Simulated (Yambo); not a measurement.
## AlAs: sweep of GW parameters

G0W0@PBEsol for AlAs (zinc blende, space group F-43m, No. 216) in Yambo. Reference settings: 4×4×4 Γ-centred k mesh, 104 bands and a 10 Ry block in the screening, 104 bands in G with the Bruneval-Gonze terminator, plasmon pole fitted at 27.2 eV. The PBEsol gap Γ → X on this mesh is 1.34 eV; G0W0 gaps are taken between the same points.

```tsv
change from the reference	G0W0 gap Γ → X (eV)	shift of the valence edge (eV)	rough Yambo cost
reference settings	2.49	-1.10	1
37 bands in G	2.48	-1.07	–
wavefunctions cut at 25 Ry	2.46	-0.99	within a factor of two
no point-group symmetry	2.49	-1.12	about 5×
37 bands in G, no terminator	2.29	-0.67	–
no terminator	2.46	-1.03	–
```

The reference isn't shown to be the converged limit. Costs are rough (shared machines), scaled to the same edge states, and given only for runs that recompute the screening.

Spin-orbit splittings are left out.

The standard potential for As keeps a d shell in the valence without the s and p states of that shell. In tests on such compounds this moved G0W0 gaps by up to about 0.9 eV, so absolute quasiparticle energies here are unreliable; differences between settings are what counts.

Geometry relaxed with PBEsol; primitive cell a = 4.013 Å, b = 4.013 Å, c = 4.013 Å, α = 60.00°, β = 60.00°, γ = 60.00°.

A shift is the quasiparticle energy of the state minus its PBEsol energy.
